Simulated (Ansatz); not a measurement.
The calculation used Ansatz, DFT PBE, scalar-relativistic, plane waves, PAW. All cells share a 420 eV cutoff and Γ-centred k meshes spaced at most about 0.3 Å⁻¹ (about 0.25 or finer for metals, 2π included). No spin polarisation in the final relaxations.

These are static total energies at zero pressure. All come from trial cells, and lower structures may exist.

Question: Which of these relaxed structures of Si₃Mo is the lowest in energy?
A.

```cif
data_structure
_symmetry_space_group_name_H-M 'Cmc2_1'
_symmetry_Int_Tables_number 36
_cell_length_a 7.8207
_cell_length_b 5.0103
_cell_length_c 5.8985
_cell_angle_alpha 90.000
_cell_angle_beta 90.000
_cell_angle_gamma 90.000
_cell_volume 231.13
loop_
_atom_site_label
_atom_site_type_symbol
_atom_site_symmetry_multiplicity
_atom_site_Wyckoff_symbol
_atom_site_fract_x
_atom_site_fract_y
_atom_site_fract_z
_atom_site_occupancy
Si1 Si 4 a 0.50000 0.10093 0.87265 1
Si2 Si 8 b 0.21668 0.20979 0.68211 1
Mo1 Mo 4 a 0.50000 0.38681 0.51440 1
```

B.

```cif
data_structure
_symmetry_space_group_name_H-M 'P-6m2'
_symmetry_Int_Tables_number 187
_cell_length_a 2.9822
_cell_length_b 2.9822
_cell_length_c 7.7591
_cell_angle_alpha 90.000
_cell_angle_beta 90.000
_cell_angle_gamma 120.000
_cell_volume 59.76
loop_
_atom_site_label
_atom_site_type_symbol
_atom_site_symmetry_multiplicity
_atom_site_Wyckoff_symbol
_atom_site_fract_x
_atom_site_fract_y
_atom_site_fract_z
_atom_site_occupancy
Si1 Si 1 a 0.00000 0.00000 0.00000 1
Si2 Si 2 h 0.33333 0.66667 0.74485 1
Mo1 Mo 1 b 0.00000 0.00000 0.50000 1
```

C.

```cif
data_structure
_symmetry_space_group_name_H-M 'Pm-3n'
_symmetry_Int_Tables_number 223
_cell_length_a 4.8120
_cell_length_b 4.8120
_cell_length_c 4.8120
_cell_angle_alpha 90.000
_cell_angle_beta 90.000
_cell_angle_gamma 90.000
_cell_volume 111.42
loop_
_atom_site_label
_atom_site_type_symbol
_atom_site_symmetry_multiplicity
_atom_site_Wyckoff_symbol
_atom_site_fract_x
_atom_site_fract_y
_atom_site_fract_z
_atom_site_occupancy
Si1 Si 6 c 0.25000 0.00000 0.50000 1
Mo1 Mo 2 a 0.00000 0.00000 0.00000 1
```

D.

```cif
data_structure
_symmetry_space_group_name_H-M 'P4/mmm'
_symmetry_Int_Tables_number 123
_cell_length_a 4.1900
_cell_length_b 4.1900
_cell_length_c 3.1840
_cell_angle_alpha 90.000
_cell_angle_beta 90.000
_cell_angle_gamma 90.000
_cell_volume 55.90
loop_
_atom_site_label
_atom_site_type_symbol
_atom_site_symmetry_multiplicity
_atom_site_Wyckoff_symbol
_atom_site_fract_x
_atom_site_fract_y
_atom_site_fract_z
_atom_site_occupancy
Si1 Si 1 c 0.50000 0.50000 0.00000 1
Si2 Si 2 e 0.50000 0.00000 0.50000 1
Mo1 Mo 1 a 0.00000 0.00000 0.00000 1
```

Answer: A. It has space group Cmc2_1 (No. 36); the next, C, with the A15 type, space group Pm-3n (No. 223), lies 92 meV/atom higher. Counting Si atoms around Mo (those within 1.25 times the shortest such distance or 1.15 times the sum of covalent radii), the lowest has Mo 9 and the next has Mo 12. The lowest holds Si–Si bonds in all directions (shortest 2.54 Å); the next holds Si–Si chains (shortest 2.41 Å).

Cells relaxed within their symmetry can be saddle points. Some structure types and database cells were kept out of the candidates from the start, so a known form may be missing.
